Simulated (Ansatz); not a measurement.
## Is this Rb4Au3 structure stable?

The cell was found from a structure generator's guess, not taken from experiment.

The calculation used Ansatz 0.2.0, DFT PBE, scalar-relativistic, plane waves, PAW. Cutoff 420 eV, Γ-centred 6×6×6 mesh (7-atom cell), Gaussian smearing of 0.10 eV, no spin polarisation.

```cif
data_structure
_symmetry_space_group_name_H-M 'Pm-3m'
_symmetry_Int_Tables_number 221
_cell_length_a 7.0746
_cell_length_b 7.0746
_cell_length_c 7.0746
_cell_angle_alpha 90.000
_cell_angle_beta 90.000
_cell_angle_gamma 90.000
_cell_volume 354.08
loop_
_atom_site_label
_atom_site_type_symbol
_atom_site_symmetry_multiplicity
_atom_site_Wyckoff_symbol
_atom_site_fract_x
_atom_site_fract_y
_atom_site_fract_z
_atom_site_occupancy
Rb1 Rb 1 b 0.50000 0.50000 0.50000 1
Rb2 Rb 3 d 0.50000 0.00000 0.00000 1
Au1 Au 3 c 0.50000 0.50000 0.00000 1
```

Formation energies are uncorrected and refer to the elements' standard structures at the same level.

Question: These tests were run: energy against the elements; phonons at Γ. What do they show?

Answer:

```tsv
test	result
energy against the elements	−0.21 eV/atom
phonons at Γ	lowest optical mode 11 cm⁻¹
```

It fails none of these tests. Other phases of the system weren't compared here, so this isn't yet thermodynamic stability. Phonons away from Γ weren't computed.

These runs have no spin–orbit coupling, which can matter for Au. The run for the phonons used a 6×6×6 k mesh and Fermi–Dirac smearing of 0.15 eV.
